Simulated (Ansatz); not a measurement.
An elastic tensor (GPa, Voigt order, standard axes) from r²SCAN in the plane-wave PAW code Ansatz:

|  | 1 | 2 | 3 | 4 | 5 | 6 |
|---|---|---|---|---|---|---|
| 1 | 77.6 | 38.4 | 42.4 | 0.0 | 0.0 | 0.0 |
| 2 | 38.4 | 77.6 | 42.4 | 0.0 | 0.0 | 0.0 |
| 3 | 42.4 | 42.4 | 115 | 0.0 | 0.0 | 0.0 |
| 4 | 0.0 | 0.0 | 0.0 | 37.3 | 0.0 | 0.0 |
| 5 | 0.0 | 0.0 | 0.0 | 0.0 | 37.3 | 0.0 |
| 6 | 0.0 | 0.0 | 0.0 | 0.0 | 0.0 | 19.6 |

Task: Which of these materials gives this?
A) AlN, wurtzite
B) BP, wurtzite
C) Ge, P6_3/mmc (Ge on 4e, Ge on 4f)
D) PbS, NiAs type

Result: D, PbS, NiAs type

The start of the workflow was typed in or built on a structure type; neither database checked (COD, Materials Project) lists it. It is not the phase usual at ambient conditions (space group No. 225). Symmetry was held in the r²SCAN relaxation; whether a distortion lowers the energy is not shown. Scalar-relativistic: spin–orbit coupling is off unless named, which matters more the heavier the elements.

Potentials: the earlier of the program's two PAW sets.
